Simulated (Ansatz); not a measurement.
Notes on SnH$_{3}$

```
H Sn
1.0
     4.83494    0.00000    0.00000
     0.00000    3.87265    0.00000
     0.00000    0.00000    4.20003
H Sn
6 2
Direct
  0.00000 0.25000 0.66310
  0.50000 0.25000 0.66310
  0.50000 0.75000 0.33690
  0.00000 0.75000 0.33690
  0.25000 0.75000 0.82770
  0.75000 0.25000 0.17230
  0.25000 0.25000 0.16870
  0.75000 0.75000 0.83130
```

The numbers come from plane-wave PAW DFT (Ansatz): r2SCAN, no spin polarisation, 500 eV, 6×8×7 Γ-centred k points, fermi-dirac occupations (width 0.1 eV). Nothing was relaxed.

**Contacts.** H–H at 2.37 Å: least valence density 0.10 e/Å³ and ELF 0.12 there. H–Sn at 2.39 Å: least valence density 0.21 e/Å³ and ELF 0.36 there. Both are smooth PAW fields, read partly inside the augmentation spheres.
**Stress.** The pressure is -7.2 GPa (compression positive), so with the atoms held at these fractions the cell would first shrink. The principal stresses -9.5, -6.1, -5.9 GPa differ, so its shape would change too.
**At the Fermi level.** It is a metal, with about 2.1 states/eV a cell as the mean within 0.25 eV of the Fermi level, mostly H s (71 %) and Sn s (16 %).
**Charges.** Bader charges in e: Sn +1.10, H -0.37. In the mean Sn gives up most and H takes most.
**Formation energy.** 0.86 eV an atom against the elements' usual phases (free molecules for gases, crystals otherwise, with no correction for O₂ or N₂), so at this geometry it isn't bound against them. Relaxing would lower it.

Origin: a known structure type with other elements, at an estimated volume, so it need not be a known compound.
